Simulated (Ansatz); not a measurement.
## CdInI₃, before and after

Recipe of this trial structure of CdInI₃: random cell by space group and Wyckoff sites (Pm-3m, No. 221). Its size is a rough estimate.

start.cif

```cif
data_structure
_symmetry_space_group_name_H-M 'Pm-3m'
_symmetry_Int_Tables_number 221
_cell_length_a 5.8501
_cell_length_b 5.8501
_cell_length_c 5.8501
_cell_angle_alpha 90.000
_cell_angle_beta 90.000
_cell_angle_gamma 90.000
_cell_volume 200.22
loop_
_atom_site_label
_atom_site_type_symbol
_atom_site_symmetry_multiplicity
_atom_site_Wyckoff_symbol
_atom_site_fract_x
_atom_site_fract_y
_atom_site_fract_z
_atom_site_occupancy
Cd1 Cd 1 b 0.50000 0.50000 0.50000 1
In1 In 1 a 0.00000 0.00000 0.00000 1
I1 I 3 d 0.50000 0.00000 0.00000 1
```

Theory: Ansatz 0.2.0, DFT PBE, scalar-relativistic, plane waves, PAW. Cutoff 420 eV, Gaussian smearing, Γ-centred meshes. Cell and atoms relax first on a coarse mesh and then on a finer one. In between, the cell is made exact in the group found at 0.06 Å. In metals the finer mesh still leaves noise of several meV/atom or more. The steps can't lower the symmetry of their start. No spin polarisation.

end.cif

```cif
data_structure
_symmetry_space_group_name_H-M 'Pm-3m'
_symmetry_Int_Tables_number 221
_cell_length_a 5.9605
_cell_length_b 5.9605
_cell_length_c 5.9605
_cell_angle_alpha 90.000
_cell_angle_beta 90.000
_cell_angle_gamma 90.000
_cell_volume 211.76
loop_
_atom_site_label
_atom_site_type_symbol
_atom_site_symmetry_multiplicity
_atom_site_Wyckoff_symbol
_atom_site_fract_x
_atom_site_fract_y
_atom_site_fract_z
_atom_site_occupancy
Cd1 Cd 1 b 0.50000 0.50000 0.50000 1
In1 In 1 a 0.00000 0.00000 0.00000 1
I1 I 3 d 0.50000 0.00000 0.00000 1
```

The symmetry stays Pm-3m (No. 221). The end has the cubic perovskite type. The volume per atom grows by 5.8 %, from 40.0 to 42.4 Å³. The shortest distance goes from 2.93 Å (In–I) to 2.98 Å (In–I).

* Volume per atom: 42.35 Å³
* Density: 4.77 g/cm³
* Energy over the elements: −0.19 eV/atom
* Gap on the 6×6×6 mesh of the 5-atom cell: 0 eV (a metal)

The zero of energy is the elements' standard structures at the same level; no fitted shifts are applied. It lies below the elements, which doesn't yet make it stable against other compounds or structures.

The last run used Gaussian smearing of 0.10 eV. Spin–orbit coupling, which can matter for I, is left out. The reference form of I is held partly by dispersion forces, which this level lacks. Symmetry constrained the relaxation, so the result can be a saddle point. In all, the 3 runs took 61 s on 1 thread of Arm Neoverse V2 (shared host).
